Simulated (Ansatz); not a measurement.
## Structure relaxation, SiNi

The start is a relaxed SiNi cell, doubled along one cell vector, shaken by Gaussian noise of σ = 0.08 Å a coordinate. The cell and all atomic positions are relaxed at zero pressure with PBEsol (plane waves to 420 eV, PAW, scalar-relativistic; Ansatz, a program for electronic structure). The first steps use a coarse 7×4×5 k-mesh.

Starting cell:
```
CELL_PARAMETERS angstrom
      3.76831     0.00000     0.00000
     -3.76831     6.52690     0.00000
      0.00000     0.00000     4.53276
ATOMIC_POSITIONS crystal
  Ni 0.29206 0.32749 0.77307
  Ni 0.30339 0.83268 0.74919
  Ni 0.02007 0.01198 0.01381
  Ni 0.00053 0.50054 0.03544
  Si 0.99029 0.99289 0.52391
  Si 0.02286 0.51568 0.51412
  Si 0.69060 0.19560 0.95551
  Si 0.69480 0.68384 0.94359
```

**Question.** How large is the pressure on the unrelaxed cell, and of which sign?

**Answer.** +4 GPa (positive: the cell is compressed).

**Question.** Which atoms feel the largest initial force, and how large is it?

**Answer.** About 3.3 eV/Å, on Si7 (atoms numbered as listed).

**Question.** By how much does the energy per atom fall from start to end?

**Answer.** 0.31 eV/atom.

**Question.** Is the parent structure recovered?

**Answer.** It does not go back: it reaches Imm2 (No. 44), 0.22 eV/atom below the parent.

**Question.** How do the shortest distances between atoms change?

**Answer.** The closest pairs of elements (up to four, under 3.6 Å), start → end: Ni–Si 2.02 → 2.22 Å; Ni–Ni 2.34 → 2.64 Å; Si–Si 2.77 → 2.34 Å.

**Question.** What band gap does the relaxed structure have at this level?

**Answer.** No gap (metallic).

**Question.** Give the final cell and atomic positions.

**Answer.** 
```cif
data_Ni4Si4
_chemical_formula_sum 'Ni4 Si4'
_space_group_name_H-M_alt 'Imm2'
_space_group_IT_number 44
_space_group_name_Hall 'I 2 -2'
_cell_length_a 3.52659
_cell_length_b 5.20973
_cell_length_c 5.37766
_cell_angle_alpha 90.000
_cell_angle_beta 90.000
_cell_angle_gamma 90.000
loop_
_atom_site_label
_atom_site_type_symbol
_atom_site_symmetry_multiplicity
_atom_site_Wyckoff_symbol
_atom_site_fract_x
_atom_site_fract_y
_atom_site_fract_z
_atom_site_occupancy
Ni1 Ni 2 b 0.00000 0.50000 0.22355 1
Ni2 Ni 2 a 0.00000 0.00000 0.13914 1
Si1 Si 4 d 0.50000 0.22487 0.32281 1
```
(The calculation used a cell of 4 atoms; values per cell refer to that cell.)

Final values are on a 16×16×16 k-mesh of the relaxed cell. No spin polarisation in the result. A magnetic state may lie lower.

The relaxed structure here is a generated cell of SiNi: the first start was made by a random draw of sites in a space group, and the end was not matched to a known phase here, so it may be hypothetical. Known forms of SiNi include space group No. 62.
